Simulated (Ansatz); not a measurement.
IrO2:
```
CELL_PARAMETERS angstrom
      4.52834     0.00000     0.00000
      0.00000     4.52834     0.00000
      0.00000     0.00000     3.18077
ATOMIC_POSITIONS crystal
  Ir 0.50000 0.50000 0.50000
  Ir 0.00000 0.00000 0.00000
  O  0.69144 0.69144 0.00000
  O  0.30856 0.30856 0.00000
  O  0.80856 0.19144 0.50000
  O  0.19144 0.80856 0.50000
```

Relaxed with PBE. Special points in fractions of this cell's reciprocal vectors: Γ (0.000, 0.000, 0.000); X (0.000, 0.500, 0.000); M (0.500, 0.500, 0.000); Z (0.000, 0.000, 0.500); R (0.000, 0.500, 0.500); A (0.500, 0.500, 0.500).

Problem. List the band energies nearest the Fermi level at these points for DFT-PBE in the program Ansatz with PAW potentials.

Solution. In eV from the Fermi level; about four levels below and three above (degenerate sets whole), none deeper than 8.9 eV; points with the same levels are listed once.

| k | below | above |
|---|---|---|
| Γ | -2.35 -2.35 -2.30 -2.24 -2.14 | 0.73 1.21 4.10 4.10 4.10 |
| X | -1.28 -1.28 -0.28 -0.28 | 3.53 3.53 3.54 3.54 |
| M | -2.43 -2.43 -2.32 -2.32 | 0.20 0.20 2.43 2.43 |
| Z | -1.85 -1.85 -0.68 -0.68 | 0.25 0.25 2.24 2.24 |
| R | -2.68 -2.68 -1.74 -1.74 | 0.52 0.52 1.09 1.09 |
| A | -1.19 -1.19 -0.46 -0.46 | 2.19 2.19 3.17 3.17 |

Space group P4_2/mnm (rutile). The PBE relaxation kept the symmetry of its start. The run is not spin-polarised. Scalar-relativistic: spin–orbit coupling is off unless named, which matters more the heavier the elements.

Potentials: the earlier of the program's two PAW sets.
